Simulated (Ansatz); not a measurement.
**P (black)**

The computed numbers are results of r²SCAN, scalar-relativistic (no spin polarisation) in the plane-wave PAW code Ansatz at 500 eV, 14×14×10 k-mesh, Gaussian smearing of 0.05 eV. The datasets are Ansatz's generated set soft_2.

```xyz
4
Lattice="1.6494 -5.5125 0.0000 1.6494 5.5125 0.0000 0.0000 0.0000 4.5588" Properties=species:S:1:pos:R:3 pbc="T T T"
P     1.6494    1.0515    2.6833
P     1.6494   -1.0515    1.8755
P     1.6494   -4.4609    4.1549
P     1.6494    4.4609    0.4039
```

The cell is relaxed to zero pressure at this level.

Path: Γ–Y–C0 | Σ0–Γ–Z–A0 | E0–T–Y | Γ–S–R–Z–T, with Γ = (0.000, 0.000, 0.000), Y = (-0.500, 0.500, 0.000), C0 = (-0.272, 0.728, 0.000), Σ0 = (0.272, 0.272, 0.000), Z = (0.000, 0.000, 0.500), A0 = (0.272, 0.272, 0.500), E0 = (-0.272, 0.728, 0.500), T = (-0.500, 0.500, 0.500), S = (0.000, 0.500, 0.000), R = (0.000, 0.500, 0.500) in reciprocal vectors of the calculation's cell.

Question: Is it a metal or an insulator, and if it has a gap, where are the band edges on this path?

Answer: An insulator with a gap of 0.25 eV on the path, the valence band topping at Y and the conduction band bottoming at Y; the smallest direct gap is 0.25 eV.

Bands as a text map, energy in eV from the Fermi level (dashes), each leg drawn with the same width:
```
  4.86 |   *   *            *      *  **           *                    
  4.57 |        *       *      **   **       **      *          ***     
  4.29 |          *   *          *                 *           *   *    
  4.00 |           **   *    *          *   *       *     *             
  3.71 |        **     **     *              *     *  *             *   
  3.43 |       **    *        * *  ***     *           ***  * *         
  3.14 |             *  *         *   *  ****        **      *  *  *****
  2.86 |******     **    ***** *  *    **  ** *******      *     **   * 
  2.57 |      ** **   **     **          *** *      *    **   *        *
  2.29 |   ****       ** *      ** *    *      ** *  *       * *        
  2.00 |***      * **     **           * *  * *  *    *         *       
  1.71 |       *     *  *   * **    ***      *     * *  *  **    ****   
  1.43 |           **  * *   **           ****    * ** *  *          ***
  1.14 |***   *  **   *   ***               * *  *    *                 
  0.86 |   ***  * ***** *  *                 * **  *  ** *              
  0.57 |****    **   * * **                   *  ** **  *               
  0.29 |    *  *                               *                        
  0.00 |-----**---------------------------------*-----------------------
 -0.29 |    *  *                               *                        
 -0.57 |   *                                                            
 -0.86 |  *     *                             *                         
 -1.14 | *                                  **     *                    
 -1.43 |*              ***** **              **  ** *                   
 -1.71 |     *****             **     ***      **               ***     
 -2.00 |    *         *     *       **   * **        *     **  *   **** 
 -2.29 |   *     *          *      *      *              **  *         *
 -2.57 |  ****    ****           *         *   **     * *     *         
 -2.86 |***   *    **  ****** *   *        * **  *******                
        Γ    Y     CΣ     Γ    Z    AE    T     YΓ     S    R    Z     T
```

The structure is built of weakly bound layers, and this functional has no dispersion term, so their spacing and all that hangs on it (volume, the soft elastic constants, low modes, dielectric constants) are poorly given. The relaxed cell is 9 % larger in volume than the cell of this structure in the Crystallography Open Database (19.03 Å³/atom, 2007).
